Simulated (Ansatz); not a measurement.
# Course of a relaxation: Ga2GeO2

A trial structure of Ga2GeO2 was built thus: random cell by space group and Wyckoff sites (P-6m2, No. 187). The dimensions are guesses.

```xyz
5
Lattice="3.5009 0.0000 0.0000 -1.7504 3.0318 0.0000 0.0000 0.0000 7.4538" Properties=species:S:1:pos:R:3 pbc="T T T"
Ga    0.0000    2.0212    4.8020
Ga    0.0000    2.0212    2.6518
Ge    1.7504    1.0106    3.7269
O     0.0000    0.0000    0.0000
O     0.0000    2.0212    0.0000
```

Level of theory: DFT PBE, scalar-relativistic, plane waves, PAW (Ansatz 0.2.0). Cutoff 420 eV, Gaussian smearing, Γ-centred meshes. Cell and atoms relax first on a coarse mesh and then on a finer one. In between, the cell is made exact in the group found at 0.06 Å. In metals the finer mesh still leaves noise of several meV/atom or more. The steps can't lower the symmetry of their start. No spin polarisation.

Steps on the 6×6×4 mesh (5 atoms, 13 steps). The free energy counts from the last step; the plane-wave basis is renewed at times, which shifts energy and pressure.

```
step  ΔF (meV/atom)  V (Å³/atom)  P (GPa)  largest force component (eV/Å)
   1         1091.1        15.82    22.55                           8.467
   2          566.7        15.95     9.01                           4.875
   3          242.2        15.67     4.58                           3.862
   4           40.1        15.29     5.82                           0.730
   5           17.4        16.05     2.49                           0.041
   6           13.9        16.38     0.57                           0.097
   7           13.1        16.49     0.15                           0.037
   8           12.9        16.54     0.02                           0.015
   9            1.9        16.54     0.88                           0.023
  10            0.6        16.71     0.37                           0.005
  11            0.1        16.71     0.38                           0.004
  12            0.3        16.83    -0.06                           0.019
  13            0.0        16.83    -0.05                           0.019
```

The relaxed structure, after a last relaxation on the converged mesh:

```cif
data_structure
_symmetry_space_group_name_H-M 'P-6m2'
_symmetry_Int_Tables_number 187
_cell_length_a 3.8281
_cell_length_b 3.8281
_cell_length_c 6.6361
_cell_angle_alpha 90.000
_cell_angle_beta 90.000
_cell_angle_gamma 120.000
_cell_volume 84.22
loop_
_atom_site_label
_atom_site_type_symbol
_atom_site_symmetry_multiplicity
_atom_site_Wyckoff_symbol
_atom_site_fract_x
_atom_site_fract_y
_atom_site_fract_z
_atom_site_occupancy
Ga1 Ga 2 h 0.33333 0.66667 0.72720 1
Ge1 Ge 1 f 0.66667 0.33333 0.50000 1
O1 O 1 a 0.00000 0.00000 0.00000 1
O2 O 1 c 0.33333 0.66667 0.00000 1
```

The symmetry stays P-6m2 (No. 187). The volume per atom grows by 6.5 %, from 15.8 to 16.8 Å³. The shortest distance goes from 2.02 Å (O–O) to 1.81 Å (Ga–O). The ratio c/a of the conventional cell changes by a factor of 0.81. The energy falls by about 1.1 eV/atom (the start's value is from the coarse mesh). Ga has 1 O at 1.81 Å, 3 Ge at 2.68 Å and 3 O at 2.86 Å; around Ge lie 6 Ga at 2.68 Å; O on its first site has 3 O at 2.21 Å and 6 Ga at 2.86 Å (long contacts); 1 more site not described.

For Ga2GeO2, the volume per atom is 16.84 Å³ and the density is 4.81 g/cm³. The energy over the elements is +0.23 eV/atom. The gap on the 12×12×6 mesh of the 5-atom cell is 0 eV (a metal).

Energies over the elements count from the elements' standard structures at the same level (O₂ as a molecule), with no fitted energy shifts.

The last run used Gaussian smearing of 0.10 eV. A structure relaxed within its symmetry needn't be a true minimum. In all, the 3 runs took 8.3 min on 1 thread of Intel(R) Xeon(R) Processor @ 2.50GHz (Skylake/Cascade Lake), on a shared host. Another cell of Ga2GeO2 relaxed alike, in P-3m1, lies 1.18 eV/atom lower, so this cell isn't the stable form at this level.
